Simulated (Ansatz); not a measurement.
**Diamond alloy of Si and C (4 of 64 Si sites exchanged), 64 atoms**

Ansatz, PAW, plane waves. PBEsol relaxation of volume and atoms (shape held) at the single k point (½, ½, ½); single points on the relaxed atoms at the Γ point alone, onto which points of the small cell's zone fold. Arrangement: clustered. No spin–orbit coupling unless named.

Relaxed structure:

```yaml
crystal:
  lattice:
    - [10.61849, 0.00000, 0.00000]
    - [0.00000, 10.61849, 0.00000]
    - [0.00000, 0.00000, 10.61849]
  atoms:
    - { symbol: Si, position: [0.02502, 0.01276, 0.02526] }
    - { symbol: Si, position: [0.02758, 0.98460, 0.46942] }
    - { symbol: Si, position: [0.00181, 0.50226, 0.00206] }
    - { symbol: Si, position: [0.00136, 0.49843, 0.49635] }
    - { symbol: Si, position: [0.46914, 0.98467, 0.02784] }
    - { symbol: Si, position: [0.49374, 0.00234, 0.49399] }
    - { symbol: Si, position: [0.49611, 0.49847, 0.00163] }
    - { symbol: Si, position: [0.49733, 0.50664, 0.49757] }
    - { symbol: Si, position: [0.12453, 0.11892, 0.61689] }
    - { symbol: Si, position: [0.12886, 0.63449, 0.12913] }
    - { symbol: Si, position: [0.12678, 0.63475, 0.61481] }
    - { symbol: Si, position: [0.61666, 0.11894, 0.12477] }
    - { symbol: Si, position: [0.62514, 0.12535, 0.62538] }
    - { symbol: Si, position: [0.61452, 0.63481, 0.12710] }
    - { symbol: Si, position: [0.62498, 0.62723, 0.62526] }
    - { symbol: Si, position: [0.23421, 0.21959, 0.02774] }
    - { symbol: Si, position: [0.25201, 0.24401, 0.49391] }
    - { symbol: Si, position: [0.26229, 0.77546, 0.02536] }
    - { symbol: Si, position: [0.23428, 0.77784, 0.46948] }
    - { symbol: Si, position: [0.74808, 0.24651, 0.00157] }
    - { symbol: Si, position: [0.75636, 0.24762, 0.49753] }
    - { symbol: Si, position: [0.75186, 0.75220, 0.00211] }
    - { symbol: Si, position: [0.74813, 0.75168, 0.49640] }
    - { symbol: Si, position: [0.36856, 0.36700, 0.12477] }
    - { symbol: Si, position: [0.37498, 0.37542, 0.62534] }
    - { symbol: Si, position: [0.36859, 0.87485, 0.61693] }
    - { symbol: Si, position: [0.88441, 0.36493, 0.12701] }
    - { symbol: Si, position: [0.87687, 0.37536, 0.62522] }
    - { symbol: Si, position: [0.88414, 0.87925, 0.12911] }
    - { symbol: Si, position: [0.88447, 0.87715, 0.61479] }
    - { symbol: Si, position: [0.24893, 0.99928, 0.74879] }
    - { symbol: Si, position: [0.24893, 0.49890, 0.24918] }
    - { symbol: Si, position: [0.24935, 0.50515, 0.75506] }
    - { symbol: Si, position: [0.74854, 0.99928, 0.24918] }
    - { symbol: Si, position: [0.75483, 0.99966, 0.75507] }
    - { symbol: Si, position: [0.75481, 0.50516, 0.24959] }
    - { symbol: Si, position: [0.74903, 0.49939, 0.74929] }
    - { symbol: Si, position: [0.35224, 0.10247, 0.35244] }
    - { symbol: Si, position: [0.36808, 0.11847, 0.88578] }
    - { symbol: Si, position: [0.36811, 0.63584, 0.36839] }
    - { symbol: Si, position: [0.37351, 0.63626, 0.88616] }
    - { symbol: Si, position: [0.88557, 0.11844, 0.36832] }
    - { symbol: Si, position: [0.88587, 0.12395, 0.88610] }
    - { symbol: Si, position: [0.88590, 0.63624, 0.37379] }
    - { symbol: Si, position: [0.87423, 0.62465, 0.87451] }
    - { symbol: Si, position: [0.02752, 0.21957, 0.23444] }
    - { symbol: Si, position: [0.00135, 0.24648, 0.74831] }
    - { symbol: Si, position: [0.02508, 0.77543, 0.26258] }
    - { symbol: Si, position: [0.00183, 0.75218, 0.75213] }
    - { symbol: Si, position: [0.49369, 0.24404, 0.25226] }
    - { symbol: Si, position: [0.49730, 0.24764, 0.75658] }
    - { symbol: Si, position: [0.46915, 0.77790, 0.23461] }
    - { symbol: Si, position: [0.49615, 0.75171, 0.74840] }
    - { symbol: Si, position: [0.12452, 0.36698, 0.36880] }
    - { symbol: Si, position: [0.12675, 0.36494, 0.88464] }
    - { symbol: Si, position: [0.12885, 0.87925, 0.88439] }
    - { symbol: Si, position: [0.62513, 0.37543, 0.37524] }
    - { symbol: Si, position: [0.62496, 0.37538, 0.87713] }
    - { symbol: Si, position: [0.61669, 0.87487, 0.36885] }
    - { symbol: Si, position: [0.61453, 0.87720, 0.88474] }
    - { symbol: C, position: [0.14533, 0.09461, 0.14552] }
    - { symbol: C, position: [0.34410, 0.89578, 0.14574] }
    - { symbol: C, position: [0.23911, 0.98922, 0.23924] }
    - { symbol: C, position: [0.14544, 0.89566, 0.34446] }
```

(1) What are the mean bond lengths by pair (pairs within 1.2 times the sum of covalent radii, less contacts 15 % beyond the pair's median; cation–cation pairs of compounds aside; long ionic contacts are cut short by that bound)?

(2) What gap lies between the top filled and the lowest empty level in the single points?

Answers

(1) C–C 1.796 ± 0.002 Å (standard deviation, 3 bonds); C–Si 2.042 ± 0.026 Å (standard deviation, 10 bonds); Si–Si 2.344 ± 0.039 Å (standard deviation, 115 bonds).

(2) HSE06 0.81 eV (110 s on 7 threads of Neoverse-V2); r²SCAN 0.33 eV (18 s on 7 threads of Neoverse-V2). An indirect band minimum needn't fold onto Γ of this cell; where it doesn't, these gaps are too wide.
